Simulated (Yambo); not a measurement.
Yambo run on a free-standing PtSe$_{2}$ monolayer (symmetry P-3m1, slab cell 15.6 Å high). The wavefunctions are PBE (stringent potentials; Quantum ESPRESSO, PseudoDojo norm-conserving, 104 Ry, without SOC) ones on a 6×6×1 mesh (33 occupied bands); a = b = 3.710 Å, c = 15.600 Å, α = β = 90.00°, γ = 120.00°.

Yambo input:

```
rim_cut
gw0
dyson
el_el_corr
HF_and_locXC
ppa
em1d
rim_w
RandQpts= 1000000
RandGvec= 2 Ry
CUTGeo= "slab z"
EXXRLvcs= 104 Ry
VXCRLvcs= 416 Ry
Chimod= "HARTREE"
% BndsRnXp
 23 | 142 |
%
NGsBlkXp= 6 Ry
% LongDrXp
 1.0 | 1.0 | 0.0 |
%
RandGvecW= 1000 mRy
PPAPntXp= 27.2114 eV
% GbndRnge
 1 | 142 |
%
GTermKind= "none"
DysSolver= "n"
ExtendOut
% QPkrange
 1 | 1 | 33 | 33 |
 2 | 2 | 33 | 34 |
%
```

k points by index: 1 = Γ, 2 = (0, 0.167).

The o-*.qp file then holds:

```
#    K-point    Band    Eo [eV]    E [eV]    E-Eo [eV]    Vxc [eV]    Vnlxc [eV]    Sc|Eo [eV]    Sc|E [eV]    dSc/dw|Eo [eV]    Re(Z)    Im(Z)
#
    1    33    0.000000    -0.071468    -0.071468    -15.03893    -16.56279    1.427144    1.452388    -9.572466    0.739744    -0.003855
    2    33    -0.065585    -0.094865    -0.029280    -15.86822    -17.76996    1.861995    1.872453    -9.617986    0.738830    -0.003830
    2    34    1.642021    2.589872    0.947851    -16.42690    -13.38516    -1.764213    -2.093885    -9.460586    0.742000    -0.003969
```
(The two width columns are left out.) Convergence of these settings isn't established.

Geometry relaxed with PBE+D3(BJ).
